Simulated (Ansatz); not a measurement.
Al2Au (fluorite type, space group Fm-3m)

```yaml
crystal:
  lattice:
    - [0.00000, 3.02996, 3.02996]
    - [3.02996, 0.00000, 3.02996]
    - [3.02996, 3.02996, 0.00000]
  atoms:
    - { symbol: Al, position: [0.25000, 0.25000, 0.25000] }
    - { symbol: Al, position: [0.75000, 0.75000, 0.75000] }
    - { symbol: Au, position: [0.00000, 0.00000, 0.00000] }
```

The slice is a {111} plane (indices of the conventional cell) through the point (0.000, 0.000, 0.000) (fractional), spanned by u = [100] and v = [-1 2 0] in vectors of this cell: u (4.29 Å) and v (7.42 Å, at 90° to u). It covers one period; positions are fractions (u, v).

Calculation: PBE (plane waves to 420 eV, PAW, scalar-relativistic; Ansatz, a program for electronic structure). k mesh 13×13×13. Inside the PAW spheres the values are not all-electron values, and peaks at nuclei hang on which shells count as valence. Al2Au was relaxed with its symmetry unable to fall. Spin-orbit coupling is left out, though Au is heavy.

Problem. Predict the map of the valence electron density on the slice.

Solution. 
```
|@@%%++::..      ..::++%%|
|**++--....      ....--++|
|::::....          ....::|
|....                  ..|
|                        |
|          ......        |
|      ....::::::....    |
|    ....--++**++--....  |
|    ..::++%%@@%%++::..  |
|    ..--**@@@@@@**--..  |
|    ..::++%%@@%%++::..  |
|    ....--++**++--....  |
|      ....::::::....    |
|          ......        |
|                        |
|....                  ..|
|::::....          ....::|
|**++--....      ....--++|
|@@%%++::..      ..::++%%|
|@@@@**--..      ..--**@@|
```
Scale: ten equal steps from -0.82 (start of ' ') to 1.18 (end of '@'), in the order ' .:-=+*#%@'. Values: log₁₀ of the valence density in e/Å³. The map has 12 points along u (two characters each, u = 0 at the left) and 20 along v (v = 0 in the bottom row). The scale is logarithmic, as a density can span decades between atoms and voids.
